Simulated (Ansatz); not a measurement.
CaO: energy along a strain

CaO, Fm-3m, a = 4.898 Å (as given, not relaxed at this level: -4.0 GPa). Ansatz: PBE, PAW, 420 eV, Γ-centred 8×8×8 mesh on 2 atoms, Gaussian smearing 0.05 eV; no spin polarisation. Cell vectors (Å): 0.000 2.449 2.449; 2.449 0.000 2.449; 2.449 2.449 0.000. The cell is strained by x per cent times the pattern (0 0 0 0 0 1) in the order xx yy zz yz xz xy (engineering shears), with fractional coordinates held. y is the free energy over the start, V0 = 14.688 Å³/atom. Symmetry makes y even in x.

| x (%) | y (meV/atom) |
| --- | --- |
| -2.00 | ? |
| -1.00 | 0.35 |
| 0.00 | 0.00 |
| 0.25 | 0.02 |
| 0.50 | 0.09 |
| 0.75 | 0.20 |
| 1.25 | 0.53 |
| 1.50 | 0.76 |
| 1.75 | 1.02 |

Task: Fit y = c2 x² + c4 x⁴ to the other rows, get the stiffness along the pattern, and predict the missing energy.

Result: Least squares on the rows shown. y = 0.3530 x² − 0.006633 x⁴. The clamped-ion stiffness p·C·p = 2 × 3.530 eV × 160.2 / 14.688 Å³ = 77 GPa, which is C66 in these axes (C44 of the cubic crystal) (second derivative at the start, which stands under stress). At x = -2.00 the fit asked for gives 1.31 meV/atom. The run gave 1.33 meV/atom, so the fit is 0.02 meV/atom too low, a small miss on the scale of the series.